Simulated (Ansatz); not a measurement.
CdSn$_{2}$O:
```cif
data_CdOSn2
_chemical_formula_sum 'Cd1 O1 Sn2'
_space_group_name_H-M_alt 'P 1'
_space_group_IT_number 1
_cell_length_a 7.62316
_cell_length_b 7.62316
_cell_length_c 7.62316
_cell_angle_alpha 29.451
_cell_angle_beta 29.451
_cell_angle_gamma 29.451
loop_
_space_group_symop_operation_xyz
  'x, y, z'
loop_
_atom_site_label
_atom_site_type_symbol
_atom_site_fract_x
_atom_site_fract_y
_atom_site_fract_z
_atom_site_occupancy
Cd1 Cd 0.97068 0.97068 0.97068 1
O1 O 0.86684 0.86684 0.86684 1
Sn1 Sn 0.52440 0.52440 0.52440 1
Sn2 Sn 0.38805 0.38805 0.38805 1
```

Relaxed with PBEsol.

Q: Which orbitals make up the states near the Fermi level in PBEsol (plane waves, PAW; program Ansatz)?

A: Within 0.5 eV of the Fermi level: Sn 5p 63 %, Sn 5s 13 %, O 2p 12 %, outside the projected shells 7 %. Projections are on Löwdin-orthogonalised atomic valence shells; empty p or d shells of many metals are not among them.

Q: Tabulate the density of states.

A: States/eV per cell of 4 atoms, in 0.25 eV bins, energy from the Fermi level.

```
E (eV)  total  Sn 5p  O 2p  Sn 5s
------  -----  -----  ----  -----
-7.85    0.69   0.07  0.14   0.29
-7.60    0.12   0.02  0.02   0.05
-7.35    0.63   0.10  0.12   0.27
-7.10    1.01   0.17  0.18   0.44
-6.85    1.52   0.25  0.27   0.68
-6.60    1.94   0.32  0.30   0.94
-6.35    1.85   0.35  0.32   0.88
-6.10    0.93   0.13  0.20   0.46
-5.85    0.57   0.15  0.25   0.10
-5.60    2.37   0.59  1.23   0.34
-5.35    2.39   0.57  1.53   0.11
-5.10    2.88   0.58  1.99   0.10
-4.85    2.85   0.46  1.91   0.11
-4.60    3.80   0.38  2.62   0.18
-4.35    1.27   0.06  0.91   0.08
-4.10    0.27   0.05  0.18   0.02
-3.85    0.38   0.09  0.21   0.03
-3.60    0.76   0.31  0.28   0.06
-3.35    1.47   0.69  0.43   0.10
-3.10    2.46   1.24  0.65   0.15
-2.85    1.90   0.88  0.55   0.16
-2.60    0.92   0.46  0.28   0.09
-2.35    0.70   0.46  0.12   0.06
-2.10    2.45   1.28  0.62   0.29
-1.85    2.51   1.29  0.58   0.38
-1.60    1.17   0.59  0.23   0.22
-1.35    1.02   0.56  0.17   0.18
-1.10    1.85   0.99  0.31   0.31
-0.85    2.26   1.22  0.37   0.38
-0.60    1.23   0.73  0.15   0.20
-0.35    1.02   0.62  0.13   0.15
-0.10    1.60   0.94  0.24   0.23
0.15     1.03   0.69  0.10   0.11
0.40     1.08   0.70  0.09   0.11
0.65     1.77   1.00  0.22   0.23
0.90     1.75   1.02  0.18   0.21
1.15     2.09   1.31  0.18   0.18
1.40     2.29   1.47  0.19   0.14
1.65     1.93   1.23  0.17   0.11
1.90     2.44   1.44  0.26   0.18
2.15     2.42   1.43  0.22   0.15
2.40     2.29   1.38  0.19   0.12
2.65     1.96   1.23  0.14   0.09
2.90     1.69   1.10  0.11   0.07
3.15     2.02   1.22  0.14   0.08
3.40     1.60   0.83  0.12   0.06
3.65     1.33   0.69  0.08   0.05
3.90     1.41   0.72  0.08   0.05
4.15     1.74   0.87  0.10   0.06
4.40     1.65   0.73  0.10   0.03
4.65     2.49   1.30  0.17   0.03
```

Space group R3m. The start of the workflow was typed in or built on a structure type; neither database checked (COD, Materials Project) lists it. Whether it is the stable phase at ambient conditions was not checked. Symmetry was held in the PBEsol relaxation; its stability against distortions is not shown here. The volume moved by 21 % from the start of the relaxation. Scalar-relativistic: spin–orbit coupling is off unless named, which matters more the heavier the elements.

Potentials: the earlier of the program's two PAW sets. The files were generated under PBE; for other functionals the program regenerates the frozen cores, and for LDA and PBEsol the local potential too.
